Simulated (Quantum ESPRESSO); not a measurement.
# Hf3AlO7F: convergence and cost over cutoff and k mesh

A calculation, not a measurement. The program is pw.x of Quantum ESPRESSO 7.5 (plane-wave density functional theory). The cell is made up: 12 atoms on a fluorite lattice, with randomly drawn elements, strain and displacements, not relaxed. PseudoDojo standard norm-conserving files (v0.5 for PBE, v0.4.1 for LDA and PBEsol) set the functional; there is no spin polarisation, spin-orbit coupling or dispersion term, and the masses in the input are unused placeholders.

The hafnium pseudopotential is less sure than the others, with forces about 3 percent (worst 6) and pressure in oxides about 1.5 GPa (worst 2.7) from a second method in checks, which no rerun with the same files tests.

Input of the run in row 4:

```
&control calculation='scf', pseudo_dir='./dojo.nc.sr.pbe.v0_5.standard.upf', outdir='./o', disk_io='medium', tprnfor=.true., tstress=.true. /
&system ibrav=0, nat=12, ntyp=4, nbnd=50, ecutwfc=84.00895049, nosym=.true., tot_charge=0,
 occupations='smearing', smearing='fd', degauss=0.0018374661
/
&electrons conv_thr=7.350e-09, electron_maxstep=60, /
ATOMIC_SPECIES
Al 1.0 Al.upf
F 1.0 F.upf
Hf 1.0 Hf.upf
O 1.0 O.upf
CELL_PARAMETERS angstrom
5.0819 -0.0115 -0.0157
-0.0115 5.0623 -0.006
-0.0157 -0.006 5.143
ATOMIC_POSITIONS angstrom
Hf -0.0314 0.1266 -0.0141
Hf 0.0653 2.5412 2.5478
Hf 2.5171 -0.0704 2.5654
Al 2.5779 2.49 -0.0302
O 1.2088 1.2155 1.1867
O 1.2251 1.3924 3.8464
F 1.3935 3.9318 1.2913
O 1.3962 3.8766 3.7947
O 3.7905 1.2495 1.2165
O 3.9318 1.211 3.8553
O 3.804 3.8022 1.294
O 3.696 3.8791 3.829
K_POINTS automatic
4 4 4 1 1 1
```

The same cell was run at these settings. Meshes are shifted by half a step, and differences are from the last row, which is itself not exact.

| cutoff (eV) | k mesh | k points solved | threshold (eV) | free energy less the last row's (eV) | pressure (GPa) | largest stress difference (GPa) | largest force difference (eV/Å) | iterations | wall time (s) | k-point pools | processor |
| --- | --- | --- | --- | --- | --- | --- | --- | --- | --- | --- | --- |
| 800 | 2 x 2 x 2 | 4 | 1e-04 | 1.042 | -13.82 | 11.39 | 0.093 | 11 | 50 | 1 | AMD EPYC, Zen 5 class |
| 1143 | 2 x 2 x 2 | 4 | 1e-07 | -0.235 | -2.91 | 0.47 | 0.102 | 15 | 80 | 1 | AMD EPYC, Zen 5 class |
| 634 | 4 x 4 x 4 | 32 | 1e-07 | 8.960 | -49.24 | 46.85 | 0.113 | 14 | 216 | 1 | AMD EPYC, Zen 5 class |
| 1143 | 4 x 4 x 4 | 32 | 1e-07 | 0.001 | -2.60 | 0.04 | 0.002 | 14 | 472 | 1 | AMD EPYC, Zen 5 class |
| 1437 | 6 x 6 x 6 | 108 | 1e-07 | 0.000 | -2.56 | 0.00 | 0.000 | 14 | 575 | 4 | Intel Xeon, 2023 or later |

Each pool is one process. Wall times include start-up and a band step at six k points, which weighs most on the coarsest meshes. The runs were on shared virtual cores whose load varied, so times are rough.